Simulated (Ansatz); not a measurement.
Tetradymite Bi2Se3 was relaxed with 3 functionals in Ansatz 0.2.0, cell and atoms free, the symmetry of the start kept (meshes: PBE-D3(BJ) 8×8×8, r2SCAN+rVV10 6×6×6, PBE-D4 6×6×6). No spin polarisation and no zero-point or thermal motion.

The PBE-D4 result:
```cif
data_structure
_symmetry_space_group_name_H-M 'R-3m:H'
_symmetry_Int_Tables_number 166
_cell_length_a 4.1422
_cell_length_b 4.1422
_cell_length_c 28.4089
_cell_angle_alpha 90.000
_cell_angle_beta 90.000
_cell_angle_gamma 120.000
_cell_volume 422.14
loop_
_atom_site_label
_atom_site_type_symbol
_atom_site_symmetry_multiplicity
_atom_site_Wyckoff_symbol
_atom_site_fract_x
_atom_site_fract_y
_atom_site_fract_z
_atom_site_occupancy
Bi1 Bi 6 c 0.33333 0.66667 0.06755 1
Se1 Se 6 c 0.00000 0.00000 0.21035 1
Se2 Se 3 a 0.00000 0.00000 0.00000 1
```

The symmetry is R-3m (No. 166, trigonal); conventional cell a = 4.142 Å, c = 28.409 Å, 28.14 Å³ an atom. Around Bi lie 6 Se at 2.86–3.07 Å; around Se lie 3 Bi at 2.86 Å; around Se lie 6 Bi at 3.07 Å.

**Question.** How does the cell change with r2SCAN+rVV10?

**Answer.** a = 4.142 Å, c = 29.263 Å; the volume differs by +3.0 % from PBE-D4's. Bi has 6 Se at 2.85–3.07 Å; Se has 3 Bi at 2.85 Å; Se has 6 Bi at 3.07 Å.

**Question.** How does the cell change with PBE-D3(BJ)?

**Answer.** a = 4.145 Å, c = 28.430 Å; the volume differs by +0.2 % from PBE-D4's. Around Bi lie 6 Se at 2.86–3.07 Å; around Se lie 3 Bi at 2.86 Å; around Se lie 6 Bi at 3.07 Å.

**Question.** How do the relaxed cells compare with measured ones?

**Answer.**
Comparison with experiment:
- Lattice constant a, measured 4.143 Å: PBE-D3(BJ) 4.145 (0.0 %), r2SCAN+rVV10 4.142 (0.0 %), PBE-D4 4.142 (0.0 %). Source: 4.143 Å (hexagonal setting a; quoted in “Pressure-induced phase transition in Bi2Se3 at 3 GPa: electronic topological transition or not?”, 2016, arxiv:1602.05854).
- Lattice constant c, measured 28.636 Å: PBE-D3(BJ) 28.430 (-0.7 %), r2SCAN+rVV10 29.263 (+2.2 %), PBE-D4 28.409 (-0.8 %). Source: 28.636 Å (hexagonal setting c; quoted in “Pressure-induced phase transition in Bi2Se3 at 3 GPa: electronic topological transition or not?”, 2016, arxiv:1602.05854).
The calculated lattice is static; the measured one holds thermal expansion and zero-point motion. Reports marked as nanostructured, strained, doped, implanted or mixed samples, and transport gaps, were set aside.

Spin-orbit coupling is left out; in compounds of Pb, Bi, Tl or Hg it can lower a gap by up to about 1 eV, split its edges or invert the bands.
